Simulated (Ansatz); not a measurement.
Input file for Ansatz (an electronic-structure program):

Ansatz 0.2 input:
```yaml
crystal:
  lattice:
    - [0.0, 2.2489277824, 2.2489277824]
    - [2.2489277824, 0.0, 2.2489277824]
    - [2.2489277824, 2.2489277824, 0.0]
  atoms:
    - { symbol: Ga, position: [0.0, 0.0, 0.0] }
    - { symbol: N, position: [0.25, 0.25, 0.25] }
kpoints:
  mp_grid: { grid: [11, 11, 11] }
hamiltonian:
  xc: r2scan
  pseudopotentials: { kind: paw }
scf:
  occupations: { method: fixed }
checkpoint: { read: static.run }
output: { bader: true, populations: true }
```

Output (shortened):

```
Pseudopotential: Ga, paw, valence charge 13
Pseudopotential: N, paw, valence charge 5
Functional definition: r2SCAN
Crystal: 2 atoms, lattice volume = 22.749 Å³
Basis set: ecut = 500 eV, 561 PW (Γ), exchange–correlation on 96×96×96 points (64 copies of the dense FFT grid, shifted against one another)
Bands: 13, of which v1, the nominal top of the filled ones, is band 9 counted from 1 (8 counted from 0)
Symmetry: 24 space group operations
Space group: F-43m (ITA 216), of the structure as read, at distance tolerance 2.8e-5 Å
k-points: 56 of 1331 (time reversal used)
Stability of the state it starts from, as read at its close in the unpolarized treatment …
iter 1 solved again at ethr=1.73e-8 eV; its pass at ethr=3.10e-3 eV (dr2=3.11e-6 eV) is discarded
SCF iter   1: F=—  HF=-4176.373137 eV  |F-HF|=—  |Δ(HF+E_count)|=         —  Δρ=1.13e-7  dr2=2.83e-12  dr2_τ=9.01e-14  ethr=1.73e-8  ⟨swp⟩=3.0  Hψ=5532  notcnv=0  defer=37
preconditioner: auto → none
SCF iter   2: F=-4176.373137 eV  HF=-4176.373137 eV  |F-HF|=0.00e0  |Δ(HF+E_count)|=   1.08e-9  Δρ=1.09e-7  dr2=2.04e-12  dr2_τ=3.26e-13  ethr=1.00e-12  ⟨swp⟩=5.3  Hψ=2800  notcnv=0
SCF 1 converged in 2 iterations: F = -4176.373137 eV  dr2 = 2.04e-12
SCF converged after 2 iterations
Free energy (F): -4176.373137 eV
Harris-Foulkes:  -4176.373137 eV  (|F-HF|=0.00e0)
Internal energy: -4176.373137 eV  (E = F + TS)
E sigma→0 (E₀):  -4176.373137 eV
Fermi energy:    9.466821 eV
--- Per-component energies (eV) ---
  E_band       = -15.025523
  E_kinetic    = 247.082333
  E_local      = -1948.461484  (includes V_loc(G=0)·N_el)
  E_nonlocal   = 476.371535
  E_hartree    = 898.967467
  E_xc         = -121.775109
  E_vxc        = -143.644501  (∫ρ·V_xc dr)
  E_paw        = -2137.212481  (= ΣΔE_a)
  E_vpaw       = -452.159991  (= ΣTr[D̂ρ^β])
  E_aug_tail   = -0.000022  (compensation charges beyond the density's cutoff)
  E_vtau       = 7.851714  (kinetic-family band-sum trace: ∫τ·v_τ [+ j·A + Jᵃ·Aᵃ] dr)
  E_ewald      = -1590.662742
  E_core_change = -0.682634  (= ΣΔE_core)
  E_smearing   =  0.000000  (= −TS)
  E_closure    = 0.000000  (closes the sum)
  Σ components = -4176.373137   (vs F -4176.373137, Δ=0.00e0)
  [band-id]    e_kinetic+e_local+e_nonlocal+2·e_hartree+e_vxc+e_vpaw+e_augmentation_tail+e_vtau = -15.025482   (vs E_band -15.025523, Δ=4.10e-5)
--- Band table (eV; the first three rows and the last of 56) ---
  k-point 0: bands = ["-7.3144", "-4.4295", "-4.4295", "-4.4295", "-4.0809", "-4.0809", "9.4668", "9.4668", "9.4668", "11.6353", "20.5299", "20.5299", "20.5299"]
  k-point 1: bands = ["-7.2227", "-4.4175", "-4.4175", "-4.3961", "-4.0820", "-4.0820", "8.5272", "9.3750", "9.3750", "12.3750", "20.1039", "20.6744", "20.6744"]
  k-point 2: bands = ["-6.9810", "-4.3882", "-4.3882", "-4.2673", "-4.0817", "-4.0817", "6.8574", "9.1412", "9.1412", "13.4412", "19.3671", "20.9324", "20.9324"]
  k-point 55: bands = ["-6.1473", "-4.2701", "-4.2281", "-4.0887", "-4.0651", "-2.2978", "3.6502", "5.3392", "6.2427", "16.1365", "18.4865", "20.4660", "21.6892"]
--- Löwdin populations: 2 sites ---
  site symbol       q [e]
     0     Ga     12.1902
     1      N      5.7703
  spilling = 0.002194 (of n_electrons = 18.000000)
--- Bader charges: 2 sites ---
  site symbol  charge [e]  shift [e]
     0     Ga      1.6422     0.0131
     1      N     -1.6422     0.0131
  shift: an alarm, by how much a part of what the PAW files miss would move the charge. Where it is large, compare
  with a run on PAW files of another source; a small one proves nothing
  estimated error of the sums over rays = 2.9e-4 e
```

Cost: roughly 40 core-seconds on shared cores.

The r²SCAN relaxation kept the symmetry of its start. Scalar-relativistic: spin–orbit coupling is off unless named, which matters more the heavier the elements.

Potentials: the later of the program's two PAW sets.

Ansatz is a plane-wave DFT program.
